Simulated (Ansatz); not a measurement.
Here is the system:

Al3GaAs4:
```
CELL_PARAMETERS angstrom
      4.01407     0.00000     0.00000
      0.00000     4.01407     0.00000
      0.00000     0.00000    11.33850
ATOMIC_POSITIONS crystal
  Ga 0.00000 0.00000 0.00000
  As 0.50000 0.00000 0.12518
  Al 0.50000 0.50000 0.24975
  As 0.00000 0.50000 0.37485
  Al 0.00000 0.00000 0.50000
  As 0.50000 0.00000 0.62515
  Al 0.50000 0.50000 0.75025
  As 0.00000 0.50000 0.87482
```

This is the r²SCAN-relaxed structure. Tensor components refer to the Cartesian frame of this cell.

Task: All from DFT-r²SCAN in the program Ansatz with PAW potentials, unless another level is named. Predict the hole effective mass with spin–orbit coupling.

Result: 0.22 along x, 0.43 along z (mₑ).

Task: Predict the gap with spin–orbit coupling.

Result: 1.69 eV.

Task: Give the electron effective mass with spin–orbit coupling.

Result: 0.24, 0.35, 0.46 mₑ (principal values).

Task: Give the hole effective mass, band 1 of 2 at the edge.

Result: 3.8 along x, 0.45 along z (mₑ).

Space group P-4m2. The start of the workflow was typed in or built on a structure type; neither database checked (COD, Materials Project) lists it. Its standing as an ambient phase is unchecked. The cell was relaxed with r²SCAN under the symmetry of its start; its stability against distortions is not shown here. Scalar-relativistic: spin–orbit coupling is off unless named, which matters more the heavier the elements.

Potentials: the earlier of the program's two PAW sets. The files were generated under PBE; for other functionals the program regenerates the frozen cores, and for LDA and PBEsol the local potential too.
